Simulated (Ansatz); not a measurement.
An Ansatz (a first-principles code) run. Input:

Ansatz 0.2 input:
```yaml
crystal:
  lattice:
    - [-1.9801746005, 1.9801746005, 6.3066793593]
    - [1.9801746005, -1.9801746005, 6.3066793593]
    - [1.9801746005, 1.9801746005, -6.3066793593]
  atoms:
    - { symbol: La, position: [0.3554260065, 0.3554260065, 0.0] }
    - { symbol: La, position: [0.6445739935, 0.6445739935, 0.0] }
    - { symbol: W, position: [0.0, 0.0, 0.0] }
    - { symbol: N, position: [0.1633365338, 0.1633365338, 0.0] }
    - { symbol: N, position: [0.8366634662, 0.8366634662, 0.0] }
    - { symbol: N, position: [0.0, 0.5, 0.5] }
    - { symbol: N, position: [0.5, 0.0, 0.5] }
kpoints:
  mp_grid: { grid: [11, 11, 11] }
  band_path:
    path:
      - [[0.0, 0.0, 0.0], [0.0, 0.0, 0.5], [0.25, 0.25, 0.25], [0.0, 0.5, 0.0], [0.0, 0.0, 0.0], [0.5, 0.5, -0.5], [0.2746459451, 0.7253540549, -0.2746459451]]  # Γ-X-P-N-Γ-M-S
      - [[-0.2746459451, 0.2746459451, 0.2746459451], [0.0, 0.0, 0.0]]  # S_0-Γ
      - [[0.0, 0.0, 0.5], [-0.0492918902, 0.0492918902, 0.5]]  # X-R
      - [[0.5, 0.5, -0.0492918902], [0.5, 0.5, -0.5]]  # G-M
    npoints: 8
basis: { xc_grid: 2 }
hamiltonian:
  xc: pbesol
  pseudopotentials: { kind: paw }
magnetization: { noncollinear: true, spin_orbit: true }
scf:
  n_extra_bands: 14
  convergence: { dr2_threshold: 0.0000000001 }
  occupations: { method: gaussian, width: 0.05 }
output: { eigenvalues: true }
```

Output (shortened):

```
basis.fft_grid_basis auto: the FFT boxes are laid along the combinations [[1, 0, 1], [0, 1, 1], [0, 0, 1]] of the cell's own vectors, 3.960, 3.960 and 6.900 Å …
Pseudopotential: La, paw_fr, valence charge 11
Pseudopotential: W, paw_fr, valence charge 14
Pseudopotential: N, paw_fr, valence charge 5
Functional definition: PBEsol
non-collinear run that drives no moment, with spin-orbit …
Crystal: 7 atoms, lattice volume = 98.916 Å³
Basis set: ecut = 420 eV, 1945 PW (Γ), FFT grids on a1+a3, a2+a3, a3, exchange–correlation on 54×54×96 points (8 copies of the dense FFT grid, shifted against one another)
Bands: 70, of which v1, the nominal top of the filled ones, is band 56 counted from 1 (55 counted from 0)
Symmetry: 16 space group operations + 16 with time reversal
k-points: 126 of 1331
Projection manifold: j_resolved (fully-relativistic pseudo-atomic orbitals)
SCF iter   1: F=—  HF=-24142.748991 eV  |F-HF|=—  |Δ(HF+E_count)|=         —  Δρ=1.04e-1  dr2=2.57e1  dr2_m=0.00e0 (ungated)  ethr=3.10e-3  |M|=0.00e0 ∫|m|=0.00e0 μB  |m|>n=0.0e0 m-floor=0.0e0 τ_xc=0.0e0  β_m=0.30  ⟨swp⟩=4.2  Hψ=22674  notcnv=0
preconditioner: auto → Kerker (q_TF=auto, 2.481 Å⁻¹)
spin=Noncollinear: Kerker preconditioning applied to the charge; magnetization (m_x, m_y, m_z) channels mix plain (no charge-response kernel on spin).
SCF iter   2: F=—  HF=-24139.141011 eV  |F-HF|=—  |Δ(HF+E_count)|=    3.61e0  Δρ=6.92e-2  dr2=1.33e1  dr2_m=0.00e0 (ungated)  ethr=3.10e-3  |M|=0.00e0 ∫|m|=0.00e0 μB  |m|>n=0.0e0 m-floor=0.0e0 τ_xc=0.0e0  β_m=0.57  ⟨swp⟩=4.1  Hψ=8883  notcnv=0  defer=946
SCF iter   3: F=—  HF=-24136.397319 eV  |F-HF|=—  |Δ(HF+E_count)|=    2.74e0  Δρ=1.59e-2  dr2=4.77e-1  dr2_m=0.00e0 (ungated)  ethr=3.10e-3  |M|=0.00e0 ∫|m|=0.00e0 μB  |m|>n=0.0e0 m-floor=0.0e0 τ_xc=0.0e0  β_m=0.62  ⟨swp⟩=7.5  Hψ=18435  notcnv=0  defer=1152
SCF iter   4: F=—  HF=-24136.339849 eV  |F-HF|=—  |Δ(HF+E_count)|=   5.75e-2  Δρ=8.41e-3  dr2=2.10e-1  dr2_m=0.00e0 (ungated)  ethr=8.52e-4  |M|=0.00e0 ∫|m|=0.00e0 μB  |m|>n=0.0e0 m-floor=0.0e0 τ_xc=0.0e0  β_m=0.76  ⟨swp⟩=4.1  Hψ=7342  notcnv=0  defer=1140
SCF iter   5: F=—  HF=-24136.305193 eV  |F-HF|=—  |Δ(HF+E_count)|=   3.47e-2  Δρ=4.70e-3  dr2=4.11e-2  dr2_m=0.00e0 (ungated)  ethr=3.76e-4  |M|=0.00e0 ∫|m|=0.00e0 μB  |m|>n=0.0e0 m-floor=0.0e0 τ_xc=0.0e0  β_m=0.72  ⟨swp⟩=5.4  Hψ=6822  notcnv=0  defer=1160
SCF iter   6: F=—  HF=-24136.297385 eV  |F-HF|=—  |Δ(HF+E_count)|=   7.81e-3  Δρ=1.53e-3  dr2=2.99e-3  dr2_m=0.00e0 (ungated)  ethr=7.33e-5  |M|=0.00e0 ∫|m|=0.00e0 μB  |m|>n=0.0e0 m-floor=0.0e0 τ_xc=0.0e0  β_m=0.83  ⟨swp⟩=3.0  Hψ=6729  notcnv=0  defer=1134
SCF iter   7: F=—  HF=-24136.297412 eV  |F-HF|=—  |Δ(HF+E_count)|=   2.75e-5  Δρ=1.30e-3  dr2=3.93e-3  dr2_m=0.00e0 (ungated)  ethr=5.33e-6  |M|=0.00e0 ∫|m|=0.00e0 μB  |m|>n=0.0e0 m-floor=0.0e0 τ_xc=0.0e0  β_m=0.83  ⟨swp⟩=2.2  Hψ=7232  notcnv=0  defer=1132
SCF iter   8: F=—  HF=-24136.296788 eV  |F-HF|=—  |Δ(HF+E_count)|=   6.24e-4  Δρ=2.13e-4  dr2=7.90e-5  dr2_m=0.00e0 (ungated)  ethr=5.33e-6  |M|=0.00e0 ∫|m|=0.00e0 μB  |m|>n=0.0e0 m-floor=0.0e0 τ_xc=0.0e0  β_m=0.91  ⟨swp⟩=2.0  Hψ=5443  notcnv=0  defer=1132
SCF iter  14: F=-24136.296893 eV  HF=-24136.296893 eV  |F-HF|=3.64e-12  |Δ(HF+E_count)|=  2.91e-11  Δρ=1.20e-7  dr2=1.40e-11  dr2_m=0.00e0 (ungated)  ethr=1.00e-12  |M|=0.00e0 ∫|m|=0.00e0 μB  |m|>n=0.0e0 m-floor=0.0e0 τ_xc=0.0e0  ⟨swp⟩=17.8  Hψ=23308  notcnv=0…
SCF 1 converged in 14 iterations: F = -24136.296893 eV  dr2 = 1.40e-11
NSCF: frozen V_eff on 76 k-points
SCF converged after 14 iterations
Magnetization: |M| = 0.0000 μB,  M = (+0.0000, +0.0000, +0.0000) μB
Absolute magnetization: 0.0000 μB (∫|m|)
  site 0: m = (+0.0000, +0.0000, +0.0000) μB, |m| = 0.0000 μB  (R = 1.00 Å)
  site 1: m = (+0.0000, +0.0000, +0.0000) μB, |m| = 0.0000 μB  (R = 1.00 Å)
  site 2: m = (+0.0000, +0.0000, +0.0000) μB, |m| = 0.0000 μB  (R = 0.82 Å)
  site 3: m = (+0.0000, +0.0000, +0.0000) μB, |m| = 0.0000 μB  (R = 0.85 Å)
  site 4: m = (+0.0000, +0.0000, +0.0000) μB, |m| = 0.0000 μB  (R = 0.85 Å)
  site 5: m = (+0.0000, +0.0000, +0.0000) μB, |m| = 0.0000 μB  (R = 0.82 Å)
  site 6: m = (+0.0000, +0.0000, +0.0000) μB, |m| = 0.0000 μB  (R = 0.82 Å)
Free energy (F): -24136.296893 eV
Harris-Foulkes:  -24136.296893 eV  (|F-HF|=3.64e-12)
Internal energy: -24136.295387 eV  (E = F + TS)
E sigma→0 (E₀):  -24136.296140 eV
Entropy (-TS):   -0.001505 eV (-0.215 meV/atom)
Fermi energy:    13.687825 eV
--- Per-component energies (eV) ---
  E_band       = -95.561422
  E_kinetic    = 1355.256784
  E_local      = -2465.812774  (includes V_loc(G=0)·N_el)
  E_nonlocal   = 374.260878
  E_hartree    = 906.413213
  E_xc         = -781.839933
  E_vxc        = -839.699351  (∫ρ·V_xc dr)
  E_paw        = -19612.914963  (= ΣΔE_a)
  E_vpaw       = -332.393658  (= ΣTr[D̂ρ^β])
  E_aug_tail   = 0.000279  (compensation charges beyond the density's cutoff)
  E_ewald      = -3912.338739
  E_core_change = 0.679868  (= ΣΔE_core)
  E_smearing   = -0.001505  (= −TS)
  E_closure    =  0.000000  (closes the sum)
  Σ components = -24136.296893   (vs F -24136.296893, Δ=0.00e0)
  [band-id]    e_kinetic+e_local+e_nonlocal+2·e_hartree+e_vxc+e_vpaw+e_augmentation_tail = -95.561416   (vs E_band -95.561422, Δ=5.61e-6)
--- Band table (eV; the first three rows and the last of 126) ---
  k-point 0: bands = ["-60.6579", "-60.6579", "-32.1575", "-32.1575", "-22.4778", "-22.4778", "-22.3753", "-22.3753", "-17.5065", "-17.5065", "-17.3215", "-17.3215", "-3.7182", "-3.7182", "-2.7534", "-2.7534", "-1.9097", "-1.9097", "-0.5044", "-0.5044", …
  k-point 1: bands = ["-60.6578", "-60.6578", "-32.1580", "-32.1580", "-22.4819", "-22.4819", "-22.3760", "-22.3760", "-17.4930", "-17.4930", "-17.3199", "-17.3199", "-3.6571", "-3.6571", "-2.8393", "-2.8393", "-1.9438", "-1.9438", "-0.9076", "-0.9076", …
  k-point 2: bands = ["-60.6578", "-60.6578", "-32.1592", "-32.1592", "-22.4928", "-22.4928", "-22.3777", "-22.3777", "-17.4581", "-17.4581", "-17.3154", "-17.3154", "-3.5157", "-3.5157", "-3.0274", "-3.0274", "-1.9647", "-1.9647", "-1.2796", "-1.2796", …
  k-point 125: bands = ["-60.6579", "-60.6579", "-32.1577", "-32.1577", "-22.4799", "-22.4799", "-22.3758", "-22.3758", "-17.4308", "-17.4308", "-17.3910", "-17.3910", "-3.5150", "-3.5150", "-3.0685", "-3.0685", "-1.7837", "-1.7837", "-1.0792", "-1.0792", …
```

Cost: very roughly 6 core-minutes on shared cores.

Space group I4/mmm. The start of the workflow was typed in or built on a structure type; neither database checked (COD, Materials Project) lists it. Whether it is the stable phase at ambient conditions was not checked. The PBEsol relaxation kept the symmetry of its start; whether a distortion lowers the energy is not shown. The run is not spin-polarised.

Potentials: the later of the program's two PAW sets.

Ansatz is a plane-wave DFT program.
